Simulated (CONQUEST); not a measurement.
Input and output of a self-consistent single point for Si (Fd-3m, 8 atoms in the cell; from Materials Project mp-149, changed as shown) (CONQUEST).

Method: PBE, numerical atomic orbitals double-zeta with polarisation (the shipped basis), PseudoDojo norm-conserving potentials made for PBE (CONQUEST).

The change in words: volume scaled by 0.98. Reference geometry (Fd-3m):
```xyz
8
Lattice="5.3533 0.0000 0.0000 0.0000 5.3533 0.0000 0.0000 0.0000 5.3533" Properties=species:S:1:pos:R:3 pbc="T T T"
Si     1.3383     4.0150     1.3383
Si     0.0000     0.0000     2.6767
Si     1.3383     1.3383     4.0150
Si     0.0000     2.6767     0.0000
Si     4.0150     4.0150     4.0150
Si     2.6767     0.0000     0.0000
Si     4.0150     1.3383     1.3383
Si     2.6767     2.6767     2.6767
```

Reference input (self-consistent single point, DFT, PBE, numerical atomic orbitals double-zeta with polarisation (the shipped basis), PseudoDojo norm-conserving potentials made for PBE): basis = DZP; Diag.MPMeshX, Y, Z = 3 3 3; potentials = PseudoDojo norm-conserving PBE; Grid.GridCutoff = 70 Ha; DM.SolutionMethod = diagon; Diag.SmearingType = 1; Diag.kT = 0.000367 Ha; Diag.GammaCentred = true; Diag.MPOrder = 0; minE.SCTolerance = 1.0e-07; SC.MaxIters = 100; SC.LinearMixingFactor = 0.3. This run's input differs from it in these lines:

```diff
@@ -29,5 +29,5 @@
 # file: Si.in
-    10.116337003      0.000000000      0.000000000
-     0.000000000     10.116337003      0.000000000
-     0.000000000      0.000000000     10.116337003
+    10.048435364      0.000000000      0.000000000
+     0.000000000     10.048435364      0.000000000
+     0.000000000      0.000000000     10.048435364
 8
```

Output, abridged:

```
    new_SC_potl: Starting.  Tolerance:  0.10000E-06

    PulayMixSC: Starting Pulay mixing, A_up =  0.300 A_dn =  0.300
    PulayMixSC: Spin non-polarised calculation.
          Harris-Foulkes Energy            :       -33.818598423637731 Ha
          (TS=0 as O(N) or entropic contribution is negligible)
          DFT Total Energy                 :       -33.790587940898924 Ha
          Total number of electrons        :        31.999999999999520
    PulayMixSC: Pulay iteration     1 residual:              0.45244E-02
          Harris-Foulkes Energy            :       -33.804917685185387 Ha
   [... lines left out ...]
          (TS=0 as O(N) or entropic contribution is negligible)
          DFT Total Energy                 :       -33.796220964037943 Ha
          Total number of electrons        :        32.000104781515340
    PulayMixSC: Pulay iteration     5 residual:              0.23589E-05
          Harris-Foulkes Energy            :       -33.796220969698382 Ha
          (TS=0 as O(N) or entropic contribution is negligible)
          DFT Total Energy                 :       -33.796220969529053 Ha
          Total number of electrons        :        32.000104691870561
    PulayMixSC: Pulay iteration     6 residual:              0.99708E-07
    PulayMixSC: Reached SCF tolerance of  0.99708E-07 after      6 iterations
      | Number of electrons      =        32.000105
      |* band energy as 2Tr[K.H] =       -12.356440787642963 Ha
      |  screened ion-ion energy =       -21.501085710046389 Ha
      |  Ha correction           =        -0.540129980453214 Ha
      |  XC correction           =         0.601431405427093 Ha
      |* Harris-Foulkes energy   =       -33.796220969698382 Ha
      |* DFT total energy        =       -33.796220969529053 Ha
      |  estimated accuracy      =        -0.000000000169329 Ha

    force: Forces on atoms (Ha/a0)
    force:  Atom   X              Y              Z
    force:     1   0.0000000000  -0.0000000000   0.0000000000
   [... zero for the other atoms too ...]

    force: Maximum force :        0.00000000(Ha/a0) on atom         8 in z direction
    force: Force Residual:        0.00000000 Ha/a0
    force: Total stress:        -10.11578375   -10.11578375   -10.11578375 GPa
    force: Average pressure:     10.11578375 GPa

    force: Finished force
    get_E_and_F: Change in energy during last step of electronic optimisation:  0.18593E-07
```

The run converged in 6 iterations. CONQUEST prints the stress tensor with tension positive. Against the reference run the free energy rises by 21.2 meV/atom and the pressure goes from 7.71 to 10.12 GPa.

The program uses no crystal symmetry, so grid and mesh can part values that symmetry would make equal. The atom-centred basis is finite, which shifts total energies and pressures against plane waves. The structure comes from a collection of computed structures, made at another level of theory; the collection holds predicted forms beside known ones. Its lattice was then scaled.

Cost on one core: roughly 25 core-seconds.
